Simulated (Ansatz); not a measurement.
# Eigenvalues along a path: TiTe (rocksalt type)

```xyz
2
Lattice="0.0000 2.2162 2.2162 2.2162 0.0000 2.2162 2.2162 2.2162 0.0000" Properties=species:S:1:pos:R:3 pbc="T T T"
Ti    0.0000    0.0000    0.0000
Te    2.2162    2.2162    2.2162
```

The cell comes from a relaxation on PAW files under the same functional, begun from a prototype that needn't be the stable phase.

Computed with Ansatz 0.2.0; functional LDA, scalar-relativistic. Settings: a Γ-centred 12×12×12 k mesh, Fermi–Dirac smearing of 0.05 eV, no spin polarisation. Methods: LAPW: all electrons, basis error target 1 meV/atom.

This run: volume at 0.52 of the series' base cell.

Spin–orbit coupling is left out, which matters for the heavy atoms. The structure type is held throughout; the real material can change phase at far lower pressure.

Path points, in fractions of the reciprocal vectors: Γ (0.000, 0.000, 0.000), X (0.500, 0.000, 0.500), U (0.625, 0.250, 0.625), K (0.375, 0.375, 0.750), L (0.500, 0.500, 0.500), W (0.500, 0.250, 0.750). The distance column jumps between branches of the path. Levels in eV from the Fermi level; bands 18 to 25, counted from the lowest band of the run. The gap is zero, the pressure 247.9 GPa.

```
# k(1/Å) point b18 b19 b20 b21 b22 b23 b24 b25
0.000 Γ -18.32 -2.25 -2.25 -2.25 -0.61 -0.61 1.79 1.79
0.177 - -18.15 -2.46 -2.43 -2.43 -1.83 -0.57 2.07 2.07
0.354 - -17.68 -3.72 -2.98 -2.79 -2.79 -0.45 2.70 2.70
0.532 - -16.98 -5.49 -3.61 -3.10 -3.10 -0.25 3.26 3.26
0.709 - -16.18 -6.90 -4.21 -3.24 -3.24 0.00 3.44 3.44
0.886 - -15.45 -7.81 -4.72 -3.19 -3.19 0.27 3.17 3.17
1.063 - -14.97 -8.17 -5.10 -2.99 -2.99 0.52 2.63 2.63
1.240 - -14.76 -8.16 -5.33 -2.74 -2.74 0.70 2.12 2.12
1.418 X -14.72 -8.11 -5.41 -2.63 -2.63 0.77 1.90 1.90
1.480 - -14.70 -8.10 -5.46 -2.69 -2.61 0.85 1.89 1.91
1.543 - -14.66 -8.09 -5.61 -2.87 -2.54 1.07 1.84 1.94
1.606 - -14.58 -8.08 -5.85 -3.12 -2.44 1.40 1.77 1.98
1.668 - -14.48 -8.05 -6.16 -3.41 -2.29 1.66 1.80 2.04
1.731 - -14.36 -8.02 -6.53 -3.72 -2.11 1.54 2.12 2.25
1.793 - -14.21 -7.98 -6.93 -4.03 -1.88 1.39 2.22 2.73
1.856 - -14.06 -7.92 -7.35 -4.32 -1.63 1.22 2.33 3.23
1.919 U -13.90 -7.86 -7.77 -4.60 -1.33 1.04 2.45 3.74
2.787 K -13.90 -7.86 -7.77 -4.60 -1.33 1.04 2.45 3.74
2.975 - -13.54 -8.80 -7.59 -5.25 -0.30 0.44 2.86 3.61
3.163 - -13.76 -9.00 -7.16 -5.57 -0.19 0.71 3.17 3.28
3.351 - -14.64 -8.22 -6.57 -5.51 -0.78 0.95 3.22 3.56
3.539 - -15.74 -6.90 -5.78 -5.06 -1.29 0.38 3.39 3.53
3.727 - -16.77 -5.31 -4.81 -4.21 -1.71 -0.32 3.14 3.18
3.915 - -17.60 -3.73 -3.72 -3.02 -2.01 -0.83 2.64 2.68
4.102 - -18.13 -2.73 -2.55 -2.19 -1.60 -0.89 2.08 2.13
4.290 Γ -18.32 -2.25 -2.25 -2.25 -0.61 -0.61 1.79 1.79
4.444 - -18.19 -2.65 -2.30 -2.30 -1.08 -1.08 1.77 2.47
4.597 - -17.83 -3.64 -2.76 -2.76 -1.46 -1.46 1.67 3.77
4.751 - -17.25 -4.93 -3.63 -3.63 -1.28 -1.28 1.52 5.21
4.904 - -16.49 -6.33 -4.48 -4.48 -0.90 -0.90 1.44 6.62
5.058 - -15.58 -7.75 -5.19 -5.19 -0.43 -0.43 1.49 6.59
5.211 - -14.58 -9.11 -5.71 -5.71 0.04 0.04 1.70 5.57
5.365 - -13.57 -10.33 -6.04 -6.04 0.40 0.40 2.00 4.69
5.518 L -12.97 -10.99 -6.15 -6.15 0.54 0.54 2.18 4.31
5.643 - -13.00 -10.91 -6.20 -6.10 0.51 0.54 2.12 4.51
5.769 - -13.09 -10.65 -6.36 -5.98 0.45 0.52 1.99 5.03
5.894 - -13.22 -10.24 -6.59 -5.81 0.43 0.43 1.87 5.46
6.019 - -13.37 -9.71 -6.86 -5.65 0.27 0.47 1.83 5.22
6.145 - -13.51 -9.09 -7.11 -5.60 0.15 0.55 1.89 4.33
6.270 - -13.64 -8.43 -7.31 -5.73 0.22 0.62 1.97 3.47
6.395 - -13.72 -7.81 -7.44 -6.04 0.49 0.68 1.98 2.77
6.520 W -13.75 -7.49 -7.49 -6.25 0.70 0.70 1.89 2.51
6.609 - -13.79 -7.66 -7.27 -6.14 0.29 1.04 1.89 2.48
6.698 - -13.92 -7.80 -7.02 -5.81 -0.17 1.31 1.89 2.39
6.786 - -14.09 -7.91 -6.73 -5.32 -0.67 1.52 1.89 2.22
6.875 - -14.28 -7.99 -6.41 -4.70 -1.20 1.67 1.90 1.97
6.963 - -14.46 -8.04 -6.08 -4.02 -1.71 1.65 1.78 1.90
7.052 - -14.60 -8.08 -5.76 -3.36 -2.16 1.27 1.85 1.90
7.141 - -14.69 -8.10 -5.51 -2.84 -2.50 0.92 1.89 1.90
7.229 X -14.72 -8.11 -5.41 -2.63 -2.63 0.77 1.90 1.90
```
